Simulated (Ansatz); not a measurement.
# Si vacancy in EuAl4Si2Rh, calculated

All numbers are calculated (r2SCAN, collinear spin, no spin-orbit coupling; Ansatz, PAW set soft_2, 500 eV, k-mesh 4×4×3 shifted by half a step), not measured.

The relaxed host crystal (no gap at this level of theory):

```
Eu Al Si Rh
1.0
     4.17399    0.00000    0.00000
     0.00000    4.17399    0.00000
     0.00000    0.00000    8.21859
Eu Al Si Rh
1 4 2 1
Direct
  0.00000 0.00000 0.50000
  0.00000 0.50000 0.16770
  0.50000 0.00000 0.16770
  0.00000 0.50000 0.83230
  0.50000 0.00000 0.83230
  0.50000 0.50000 0.35757
  0.50000 0.50000 0.64243
  0.00000 0.00000 0.00000
```

Supercell of 16 atoms, rows of the matrix [[1,-1,0],[1,1,0],[0,0,1]] times the cell vectors; Si vacancy at (0.500, 0.500, 0.358) in fractions of the cell above. Atoms are relaxed at the host's cell. The cell loses 1 of its 4 Si, so this is a heavily defective crystal.

Distances from the empty Si site (Å), by shell of the perfect crystal:

```
shell  perfect crystal  relaxed, charge 0
 1 Si             2.34               2.23
 4 Al             2.61               2.55
```

```json
{"charge": "0", "moment of the cell (μB)": "13.63", "gap of the cell on the mesh (eV)": "0.00"}
```

At charge 0 the unpaired electrons sit on atoms with moments (μB): 2 Eu of 6.75.

Formation energy of the neutral defect: 1.52 eV, taking atoms from and to the elements' standard states (no corrections for gases), so it belongs to those chemical potentials alone.

Relaxed cell at charge 0:

```
EuAl4Si2Rh V_Si charge 0
1.0
     4.1740   -4.1740    0.0000
     4.1740    4.1740    0.0000
     0.0000    0.0000    8.2186
Eu Al Si Rh
2 8 3 2
Direct
  0.5000 0.5000 0.4989
  0.0000 0.0000 0.4989
  0.7564 0.2564 0.1705
  0.2436 0.7436 0.1705
  0.2436 0.2564 0.1705
  0.7564 0.7436 0.1705
  0.7579 0.2579 0.8317
  0.2421 0.7421 0.8317
  0.7579 0.7421 0.8317
  0.2421 0.2579 0.8317
  0.5000 0.0000 0.3567
  0.0000 0.5000 0.6283
  0.5000 0.0000 0.6447
  0.0000 0.0000 0.0030
  0.5000 0.5000 0.0030
```

Caveats: 4f shell without a U, which puts 4f levels too near the Fermi level; open f or d shells may hold a state above the lowest; small supercell, so energies and levels can be off by tenths of an eV; the atoms kept the symmetry of the start, so a distorted state could lie lower.
